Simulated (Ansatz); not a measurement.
A 12-atom cell of CaCd3F8 built on the fluorite structure (relaxed group Cmmm) was put through Ansatz (plane waves). The geometry is the r2SCAN minimum.

Structure:
```
CELL_PARAMETERS angstrom
3.82166 -5.40177 0.00000
3.82166 5.40177 0.00000
0.00000 0.00000 3.81736
ATOMIC_POSITIONS crystal
Cd 0.00000 0.50000 0.00000
F 0.37600 0.12568 0.50000
F 0.12568 0.37600 0.50000
Cd 0.50000 0.50000 0.50000
F 0.87436 0.12564 0.00000
F 0.62485 0.37515 0.00000
Ca 0.00000 0.00000 0.50000
F 0.37515 0.62485 0.00000
F 0.12564 0.87436 0.00000
Cd 0.50000 0.00000 0.00000
F 0.87432 0.62400 0.50000
F 0.62400 0.87432 0.50000
```

The output, standing remarks left out:
```
Functional definition: r2SCAN
Crystal: 12 atoms, lattice volume = 157.609 Å³
Basis set: ecut = 500 eV, 3967 PW (Γ)
Bands: 76, of which v1, the nominal top of the filled ones, is band 63 counted from 1 (62 counted from 0)
Symmetry: 8 space group operations
k-points: 52 of 96 (irreducible under 1 space group operation, time reversal used)
preconditioner: auto → Resta (q_TF=auto, 2.628 Å⁻¹)  ε∞=4.0  [insulator: Δε(μ)=4.503 eV  ℏωp=29.6 eV]
Free energy (F): -33116.239046 eV
Fermi energy:    5.214755 eV
--- Dielectric response (ions clamped): 3 representative field directions + reference, on 52 of 96 k-points ---
  ε∞ (high-frequency dielectric tensor):
        2.518951     0.000000     0.000000
        0.000000     2.518506     0.000000
        0.000000     0.000000     2.523923
  Born effective charges Z* (e; rows j = field, columns β = displacement):
    site 0:
         2.45121   -0.06075    0.00000
        -0.06287    2.36146    0.00000
         0.00000    0.00000    2.45112
    site 1:
        -1.18466   -0.05198    0.00000
        -0.05052   -1.21161    0.00000
         0.00000    0.00000   -1.23711
    site 2:
        -1.18466    0.05198    0.00000
         0.05052   -1.21161    0.00000
         0.00000    0.00000   -1.23711
    site 3:
         2.35955    0.00000    0.00000
         0.00000    2.49075    0.00000
         0.00000    0.00000    2.44581
    site 4:
        -1.27562    0.00000    0.00000
         0.00000   -1.20939    0.00000
         0.00000    0.00000   -1.15298
    site 5:
        -1.19720    0.00000    0.00000
         0.00000   -1.20817    0.00000
         0.00000    0.00000   -1.21979
    site 6:
         2.42231    0.00000    0.00000
         0.00000    2.46790    0.00000
         0.00000    0.00000    2.34594
    site 7:
        -1.19720    0.00000    0.00000
         0.00000   -1.20817    0.00000
         0.00000    0.00000   -1.21979
    site 8:
        -1.27562    0.00000    0.00000
         0.00000   -1.20939    0.00000
         0.00000    0.00000   -1.15298
    site 9:
         2.45121    0.06075    0.00000
         0.06287    2.36146    0.00000
         0.00000    0.00000    2.45112
    site 10:
        -1.18466    0.05198    0.00000
         0.05052   -1.21161    0.00000
         0.00000    0.00000   -1.23711
    site 11:
        -1.18466   -0.05198    0.00000
        -0.05052   -1.21161    0.00000
         0.00000    0.00000   -1.23711
```

Problem. Write the input file that gave this output.

Solution.
```yaml
crystal:
  # lattice and atoms as above
kpoints:
  mp_grid: { grid: [4, 4, 6] }
hamiltonian:
  xc: r2scan
scf:
  occupations: { method: fixed }
dielectric: {}
```
A response with clamped ions alone is the dielectric block. Keys that aren't typed take their defaults; thresholds and the kind of smearing can't be read off these lines.

It took 72 s on 1 × NVIDIA H100 80GB HBM3 with 2 threads of AMD EPYC 7R13 Processor (Zen 3), on a shared host, load about 0.9 per core; peak host memory 3.9 GiB.

Spin-unpolarised throughout. Whether this structure exists isn't addressed.

For a response run the program warns that the ground state's bands aren't all converged, so ε∞ carries an extra error.
